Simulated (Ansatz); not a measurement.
TePt:
```yaml
crystal:
  lattice:
    - [4.19798, 0.00000, 0.00000]
    - [-2.09899, 3.63555, 0.00000]
    - [0.00000, 0.00000, 5.50320]
  atoms:
    - { symbol: Te, position: [0.66667, 0.33333, 0.75000] }
    - { symbol: Te, position: [0.33333, 0.66667, 0.25000] }
    - { symbol: Pt, position: [0.00000, 0.00000, 0.50000] }
    - { symbol: Pt, position: [0.00000, 0.00000, 0.00000] }
```

This is the LDA-relaxed structure. Cartesian axes are those of the cell as given.

Q: All from LDA in the plane-wave PAW code Ansatz, unless another level is named. Give the Debye temperature from the elastic constants.

A: 162 K.

Q: Give the highest zone-centre frequency.

A: 163 cm⁻¹.

Q: Predict the elastic constants (relaxed ions, GPa).

A: C11 = 177, C12 = 141, C13 = 108, C33 = 244, C44 = 14.9.

Space group P6_3/mmc (NiAs type). The workflow started from a Materials Project entry (that database holds measured and hypothetical structures alike); the Crystallography Open Database files this formula in space group No. 194, but the cells were not matched. Its standing as an ambient phase is unchecked. Symmetry was held in the LDA relaxation; its stability against distortions is not shown here. No spin polarisation was allowed. As this level gives no gap, shear constants depend on the k-mesh and smearing (Fermi–Dirac, 0.1 eV here). As this level gives no gap, phonon frequencies hold no LO–TO term and depend on the k-mesh and smearing (Fermi–Dirac, 0.1 eV here). Spin–orbit coupling is left out wherever it is not named.

Potentials: the later of the program's two PAW sets.
